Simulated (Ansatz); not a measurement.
Ta4C3 in space group R-3m (No. 166; Ta on 6c, C on 6c, Ta on 6c, C on 3a) under volume change, DFT-PBEsol in the program Ansatz with PAW potentials, shape and atoms relaxed at each volume.

| V (Å³/atom) | E − E(relaxed) (meV/atom) | P (GPa) |
|---|---|---|
| 11.007 | 109.7 | 35.04 |
| 11.370 | 46.1 | 21.48 |
| 11.733 | 10.9 | 9.89 |
| 12.096 | 0.0 | 0.00 |
| 12.459 | 9.8 | -8.42 |
| 12.822 | … | … |
| 13.184 | … | … |

Problem. Some entries are withheld; supply them.

Solution. 
- 13.184, E − E(relaxed) (meV/atom): 79.4
- 13.184, P (GPa): -21.59
- 12.822, E − E(relaxed) (meV/atom): 37.2
- 12.822, P (GPa): -15.56

Problem. What does a third-order Birch–Murnaghan fit give for V₀, B₀ and B′?

Solution. V₀ = 12.10 Å³/atom, B₀ = 303 GPa, B′ = 4.3.

The start of the workflow was typed in or built on a structure type; neither database checked (COD, Materials Project) lists it. Its standing as an ambient phase is unchecked. The PBEsol relaxation kept the symmetry of its start; its stability against distortions is not shown here. No spin polarisation was allowed. Spin–orbit coupling is left out wherever it is not named.

Potentials: the earlier of the program's two PAW sets. The files were generated under PBE; for other functionals the program regenerates the frozen cores, and for LDA and PBEsol the local potential too.
